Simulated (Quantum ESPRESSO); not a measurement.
# How shieldings converge in BaO

```xyz
2
Lattice="0.0000 2.7904 2.7904 2.7904 0.0000 2.7904 2.7904 2.7904 0.0000" Properties=species:S:1:pos:R:3 pbc="T T T"
Ba     0.0000     0.0000     0.0000
O      2.7904     2.7904     2.7904
```
Geometry: a computed entry of the Materials Project; it was not checked against measured cells. It is BaO in Fm-3m. Stability against distortions was not tested.

Method: PBE GIPAW on JTH datasets (Quantum ESPRESSO, modified build); kept fixed: 22.5 Ha, k-mesh 6×6×6 shifted. Shieldings are absolute and leave out the bulk-susceptibility term; a larger σ means a smaller chemical shift. No spin–orbit coupling; Ba is the heaviest element present.

| q_gipaw (1/bohr) | σ_iso Ba (ppm) | σ_iso O (ppm) | f-sum rule missed by (%) |
|---|---|---|---|
| 0.03 | 4451.8 | -456.8 | 0.01 |
| 0.01 | 4449.9 | -458.5 | 0.01 |
| 0.003 | 4449.7 | -458.7 | 0.01 |
| 0.001 | 4449.7 | -458.7 | 0.01 |

Largest spread: σ_iso Ba (ppm) moves over 2.1 across the rows.
